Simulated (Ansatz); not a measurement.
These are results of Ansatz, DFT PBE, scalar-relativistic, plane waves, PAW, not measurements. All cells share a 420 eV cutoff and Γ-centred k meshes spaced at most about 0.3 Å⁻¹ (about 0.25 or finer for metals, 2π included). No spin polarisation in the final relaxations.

Temperature and zero-point effects are left out.

Compare these two cells of CrB5, each relaxed at this level.

1.

```cif
data_structure
_symmetry_space_group_name_H-M 'P6/mmm'
_symmetry_Int_Tables_number 191
_cell_length_a 3.3322
_cell_length_b 3.3322
_cell_length_c 4.2164
_cell_angle_alpha 90.000
_cell_angle_beta 90.000
_cell_angle_gamma 120.000
_cell_volume 40.54
loop_
_atom_site_label
_atom_site_type_symbol
_atom_site_symmetry_multiplicity
_atom_site_Wyckoff_symbol
_atom_site_fract_x
_atom_site_fract_y
_atom_site_fract_z
_atom_site_occupancy
Cr1 Cr 1 b 0.00000 0.00000 0.50000 1
B1 B 4 h 0.33333 0.66667 0.21258 1
B2 B 1 a 0.00000 0.00000 0.00000 1
```

2.

```cif
data_structure
_symmetry_space_group_name_H-M 'F-43m'
_symmetry_Int_Tables_number 216
_cell_length_a 5.4040
_cell_length_b 5.4040
_cell_length_c 5.4040
_cell_angle_alpha 90.000
_cell_angle_beta 90.000
_cell_angle_gamma 90.000
_cell_volume 157.81
loop_
_atom_site_label
_atom_site_type_symbol
_atom_site_symmetry_multiplicity
_atom_site_Wyckoff_symbol
_atom_site_fract_x
_atom_site_fract_y
_atom_site_fract_z
_atom_site_occupancy
Cr1 Cr 4 a 0.00000 0.00000 0.00000 1
B1 B 4 d 0.25000 0.25000 0.75000 1
B2 B 16 e 0.12458 0.37542 0.12458 1
```

**Question.** Which is lower in energy, and by how much?

**Answer.** Cell 2 is lower, by 154 meV/atom. Cell 1 has space group P6/mmm (No. 191), 6.8 Å³/atom and no gap on its mesh; cell 2 has space group F-43m (No. 216), 6.6 Å³/atom and no gap. Counting B atoms around Cr (those within 1.25 times the shortest such distance or 1.15 times the sum of covalent radii), cell 1 has Cr 14 and cell 2 has Cr 16. Cell 1 holds B–B nets (shortest 1.79 Å); cell 2 holds B–B bonds in all directions (shortest 1.90 Å). Even the lower one lies +0.51 eV/atom against the reference forms of the elements (uncorrected), so neither is stable at this level. Both come from invented guesses.

Trial moments died out on the coarse mesh in P6/mmm and F-43m; another magnetic start might hold. Cells relaxed within their symmetry can be saddle points.
